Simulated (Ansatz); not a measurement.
**What DFT gives for Ca$_{5}$B$_{3}$**

```
CELL_PARAMETERS angstrom
0.00000 7.15641 0.00000
7.15641 0.00000 0.00000
3.57820 3.57820 -6.93936
ATOMIC_POSITIONS crystal
Ca 0.81964 0.31964 0.72028
Ca 0.31964 0.46008 0.72028
Ca 0.46008 0.96008 0.72028
Ca 0.96008 0.81964 0.72028
Ca 0.68036 0.53992 0.27972
Ca 0.18036 0.68036 0.27972
Ca 0.03992 0.18036 0.27972
Ca 0.53992 0.03992 0.27972
B 0.88693 0.38693 0.00000
B 0.38693 0.11307 0.00000
B 0.11307 0.61307 0.00000
B 0.61307 0.88693 0.00000
B 0.25000 0.25000 0.50000
B 0.75000 0.75000 0.50000
Ca 0.00000 0.00000 0.00000
Ca 0.50000 0.50000 0.00000
```

The numbers come from plane-wave PAW DFT (Ansatz): r2SCAN, no spin polarisation, 500 eV, 6×6×6 Γ-centred k points, fermi-dirac occupations (width 0.1 eV). Nothing was relaxed.

Stress: The pressure is -1.3 GPa (compression positive), so with the atoms held at these fractions the cell would first shrink; the forces are large, so a full relaxation may end otherwise. The principal stresses -1.8, -1.8, -0.3 GPa differ, so its shape would change too.
Forces: The largest is on B9 (and as large on other atoms): 2.44 eV/Å, components (1.73, 1.73, 0.00). It makes 0° with the line to a nearest neighbour, B11 at 2.29 Å, pointing towards it.
At the Fermi level: It is a metal, with about 12 states/eV a cell as the mean within 0.25 eV of the Fermi level.
Charges: Bader charges in e: Ca +1.21 to +1.27, B -2.70 to -1.79. In the mean Ca gives up most and B takes most.

Origin: a known structure type with other elements, at an estimated volume, so it need not be a known compound. Caveats: many states at the Fermi level without spin polarisation, so a magnetic state may lie lower; atoms or cell far from equilibrium.
